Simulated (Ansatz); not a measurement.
Relaxed GaAs (zinc blende):

```yaml
crystal:
  lattice:
    - [0.00000, 2.82951, 2.82951]
    - [2.82951, 0.00000, 2.82951]
    - [2.82951, 2.82951, 0.00000]
  atoms:
    - { symbol: As, position: [0.75000, 0.75000, 0.75000] }
    - { symbol: Ga, position: [0.00000, 0.00000, 0.00000] }
```

In this cell atom 2 (Ga, nearest neighbour As at 2.450 Å; its periodic images, 4.0 Å or more away, move with it) is moved by s along Cartesian z, unit vector (0.000, 0.000, 1.000); all other atoms and the cell stay fixed.

These are PBEsol (plane waves to 420 eV, PAW, scalar-relativistic; Ansatz, a first-principles code) values and carry that method's errors. k mesh 8×8×8 (Γ-centred), Fermi-Dirac smearing 0.05 eV. E stands for the smeared free energy. As the smearing reaches across the gap at some points, energies and forces of such displacements shift with the k mesh and the smearing. GaAs was relaxed with its symmetry unable to fall. ΔE is measured from the undisplaced structure.

Successive frames, forces in eV/Å:

| frame | ΔE (eV/cell) | F on As1 | F on Ga2 |
|---|---|---|---|
| s = -0.592 Å | 1.374 | (0.000, 0.000, -3.939) | (0.000, 0.000, 3.939) |
| s = -0.444 Å | 0.828 | (0.000, 0.000, -3.395) | (0.000, 0.000, 3.395) |
| s = -0.296 Å | 0.386 | (0.000, 0.000, -2.512) | (0.000, 0.000, 2.512) |

**Question.** What are the energy and the forces in the next frame, s = -0.148 Å?

**Answer.** ΔE (eV/cell) = 0.099.

```
atom     Fx     Fy      Fz
----  -----  -----  ------
As1   0.000  0.000  -1.329
Ga2   0.000  0.000   1.329
```

(A displaced cell: forces are minus the slopes of the energy, force constants its curvatures, and phonons follow from these.)
